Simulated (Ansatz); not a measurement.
# PtSe₂: reading a single point

```yaml
crystal:
  lattice:
    - [1.86679, 3.23337, 0.00000]
    - [-1.86679, 3.23338, 0.00000]
    - [0.00000, 0.00000, 5.29795]
  atoms:
    - { symbol: Pt, position: [0.00000, 0.00000, 0.00000] }
    - { symbol: Se, position: [0.33330, 0.33340, 0.25000] }
    - { symbol: Se, position: [0.66670, 0.66660, 0.75000] }
```

Level: r2SCAN, no spin polarisation; 500 eV; 10×10×7 Γ-centred mesh; fermi-dirac occupations (width 0.1 eV); Ansatz 0.2.0, fixed geometry.

Q: Is the cell too large or too small?

A: The pressure is -0.5 GPa (compression positive), so with the atoms held at these fractions the cell would first shrink.

Q: What happens at the Fermi level?

A: It is a metal, with about 0.13 states/eV a cell as the mean within 0.25 eV of the Fermi level, mostly Se p (84 %).

Q: What do density and ELF say about some of the short contacts?

A: Pt–Se at 2.53 Å: least valence density 0.56 e/Å³ and ELF 0.51 there. Both are smooth PAW fields, read partly inside the augmentation spheres.

Q: What is the formation energy?

A: -0.45 eV an atom against the elements' usual phases (free molecules for gases, crystals otherwise, with no correction for O₂ or N₂), so it is bound against them; other compounds may still compete. Relaxing would lower it.

Q: Which element gives electrons and which takes them?

A: Bader charges in e: Pt +0.17, Se -0.09. In the mean Pt gives up most and Se takes most.

Q: Where is the largest force?

A: The largest is on Se3 (and as large on other atoms): 0.34 eV/Å, components (0.00, 0.00, 0.34). It makes 58° with the line to a nearest neighbour, Pt1 at 2.53 Å.

Origin: a known structure type with other elements, at an estimated volume, so it need not be a known compound.
